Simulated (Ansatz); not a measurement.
AsSe:
```
AsSe
1.0
    6.49555     0.00000     0.00000
    0.00000    13.42251     0.00000
   -3.77974     0.00000     8.71077
As Se
16 16
Direct
  0.34576   0.02173   0.10040
  0.65424   0.97827   0.89960
  0.65424   0.52173   0.39960
  0.34576   0.47827   0.60040
  0.56828   0.86248   0.43946
  0.43172   0.13752   0.56054
  0.43172   0.36248   0.06054
  0.56828   0.63752   0.93946
  0.14228   0.86561   0.33103
  0.85772   0.13439   0.66897
  0.85772   0.36561   0.16897
  0.14228   0.63439   0.83103
  0.33741   0.83749   0.02699
  0.66259   0.16251   0.97301
  0.66259   0.33749   0.47301
  0.33741   0.66251   0.52699
  0.65648   0.01717   0.35024
  0.34352   0.98283   0.64976
  0.34352   0.51717   0.14976
  0.65648   0.48283   0.85024
  0.06969   0.02658   0.20927
  0.93031   0.97342   0.79073
  0.93031   0.52658   0.29073
  0.06969   0.47342   0.70927
  0.62946   0.76611   0.24578
  0.37054   0.23389   0.75422
  0.37054   0.26611   0.25422
  0.62946   0.73389   0.74578
  0.04492   0.77513   0.09519
  0.95508   0.22487   0.90481
  0.95508   0.27513   0.40481
  0.04492   0.72487   0.59519
```

Relaxed with LDA. Special points in fractions of this cell's reciprocal vectors: Γ (0.000, 0.000, 0.000); Z (0.000, 0.500, 0.000); D (0.000, 0.500, 0.500); B (0.000, 0.000, 0.500); A (-0.500, 0.000, 0.500); E (-0.500, 0.500, 0.500); C2 (-0.500, 0.500, 0.000); Y2 (-0.500, 0.000, 0.000).

**Question.** List the band energies nearest the valence-band maximum at these points for LDA (plane waves, PAW; program Ansatz).

**Answer.** In eV from the valence-band maximum; about four levels below and three above (degenerate sets whole), none deeper than 8.9 eV; points with the same levels are listed once.

| k | below | above |
|---|---|---|
| Γ | -0.40 -0.13 -0.08 -0.04 | 1.24 1.27 1.30 |
| Z | -0.29 -0.29 -0.18 -0.18 | 1.23 1.23 1.35 1.35 |
| D | -0.26 -0.26 -0.24 -0.24 | 1.17 1.17 1.28 1.28 |
| B | -0.38 -0.38 -0.09 -0.09 | 0.96 0.96 1.21 1.21 |
| A | -0.59 -0.59 -0.55 -0.55 | 1.20 1.20 1.36 1.36 |
| E | -0.66 -0.66 -0.65 -0.65 | 1.05 1.05 1.46 1.46 |
| C2 | -0.64 -0.64 -0.47 -0.47 | 0.95 0.95 1.00 1.00 |
| Y2 | -0.67 -0.66 -0.57 -0.48 | 0.60 0.95 1.12 |

Space group P2_1/c. The first step of the workflow began from a Materials Project structure, measured or hypothetical; the Crystallography Open Database files this formula in space group No. 14, but the cells were not matched. Whether it is the stable phase at ambient conditions was not checked. The LDA relaxation kept the symmetry of its start; its stability against distortions is not shown here. A crystal of weakly bound molecules computed without a dispersion correction: the cell and the soft elastic constants depend strongly on that. Scalar-relativistic: spin–orbit coupling is off unless named, which matters more the heavier the elements.

Potentials: the later of the program's two PAW sets.
